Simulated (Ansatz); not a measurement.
MgS (rock salt, space group No. 225) under volume change, plane-wave PAW PBEsol (Ansatz code), scaled uniformly.

```tsv
V (Å³/atom)	E − E(relaxed) (meV/atom)	P (GPa)
15.828	40.3	8.93
16.350	17.0	5.48
16.872	4.0	2.53
17.394	0.0	0.00
17.916	3.6	-2.17
18.437	13.8	-4.04
18.959	29.7	-5.65
```

**Question.** What does a third-order Birch–Murnaghan fit give for V₀, B₀ and B′?

**Answer.** V₀ = 17.39 Å³/atom, B₀ = 78.1 GPa, B′ = 4.1.

Space group Fm-3m (rock salt). Symmetry was held in the PBEsol relaxation.

Potentials: the later of the program's two PAW sets.
